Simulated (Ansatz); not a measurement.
CsGeI₃ in space group P6_3/mmc (No. 194; Cs on 2d, Ge on 2a, I on 6h), plane-wave PAW PBE (Ansatz code), all energies at zero smearing, with the estimated change up to a 700 eV cutoff added, with one set of potentials and settings (totals compare only within such a set). Cell of 10 atoms (2 Cs, 2 Ge, 6 I): -65017.507 eV.

| element | reference phase | E (eV/atom) |
|---|---|---|
| Cs | P6_3/mmc, 2 atoms in the cell | -5670.7673 |
| Ge | Fd-3m, 2 atoms in the cell | -4294.9847 |
| I | Cmce, 4 atoms in the cell | -7512.9095 |

Formation energy per atom, worked out: (-65017.507 − 2×(-5670.7673) − 2×(-4294.9847) − 6×(-7512.9095))/10 = -0.855 eV/atom (-82 kJ per mol of atoms), at 0 K, without zero-point energy or fitted corrections.

A made-up cell: these elements were put on the sites of a structure type; neither database checked (COD, Materials Project) lists it. COD files the formula under space group No. 160, so this cell is another polymorph or a model. Its standing as an ambient phase is unchecked. The cell was relaxed with PBE under the symmetry of its start; its stability against distortions is not shown here. The references are the lowest solids computed at this level, not always the standard phases. Scalar-relativistic: spin–orbit coupling is off unless named, which matters more the heavier the elements.

Potentials: the later of the program's two PAW sets.
